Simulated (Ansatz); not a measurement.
Values for one crystal, relaxed and computed with DFT-PBE in the program Ansatz with PAW potentials; other levels are named.

```yaml
volume_per_atom: 13.95 Å³
band_gap: 7.14 eV (indirect)
electron_effective_mass: 0.55 mₑ (isotropic)
Bulk modulus (Birch–Murnaghan fit): 77.5 GPa
valence_band_maximum: at X
smallest_direct_gap_on_the_standard_path: 7.39 eV
hole_effective_mass: 0.82, 7.6, 7.6 mₑ (principal values)
```

Question: Which compound is it?
A) KZnF3, cubic perovskite
B) CaS, rock salt
C) PbF2, fluorite
D) CaF2, fluorite

Answer: D, CaF2, fluorite

Space group Fm-3m (fluorite). Symmetry was held in the PBE relaxation.

Potentials: the later of the program's two PAW sets.
